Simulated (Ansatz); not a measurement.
# Bi2S3: Quadrupolar parameters

The cell is a COD entry, ions relaxed with PBE at fixed cell.

Space group Pnma (No. 62); a = 11.3450, b = 3.9940, c = 11.1930 Å.

| site | Wyckoff | site symmetry | x | y | z |
| --- | --- | --- | --- | --- | --- |
| Bi1 | 4c | .m. | 0.4866 | 0.2500 | 0.3251 |
| Bi5 | 4c | .m. | 0.3388 | 0.7500 | 0.0320 |
| S9 | 4c | .m. | 0.2845 | 0.2500 | 0.1922 |
| S13 | 4c | .m. | 0.5498 | 0.7500 | 0.1292 |
| S17 | 4c | .m. | 0.3780 | 0.7500 | 0.4438 |

One atom of each set is listed.

Method: Kohn–Sham DFT in Ansatz, PBE, plane waves and PAW, scalar-relativistic, 420 eV cutoff, Γ-centred 3×7×3 k-points, Fermi–Dirac smearing 0.02 eV.

V_zz is the principal component of the electric field gradient with the largest magnitude, η = (V_xx − V_yy)/V_zz and C_Q = eQV_zz/h.

²⁰⁹Bi: I = 9/2, Q = -516.0 mb; ³³S: I = 3/2, Q = -69.40 mb. Q values from Pyykkö, Mol. Phys. 116, 1328 (2018).

Problem. What field gradients does the calculation give at each kind of site?

Solution. 

```
site  atoms          first shell  V_zz (10²¹ V/m²)     η  C_Q (MHz)
 Bi1      4   7 S at 2.70–3.38 Å              7.66  0.99      -95.6
 Bi5      4   7 S at 2.63–3.32 Å            -19.52  0.08        244
  S9      4  3 Bi at 2.73–2.75 Å             -2.67  0.34       4.49
 S13      4  5 Bi at 2.63–3.05 Å              4.24  0.94      -7.12
 S17      4  5 Bi at 2.70–3.32 Å             -8.90  0.16       14.9
```

At S9 V_zz stands upright on the plane through its three neighbours (within 1°).

Spin–orbit coupling is left out, which shifts gradients on Bi by a few per cent, and by more where contributions nearly cancel. Where η is near 1 the sign of V_zz means little.
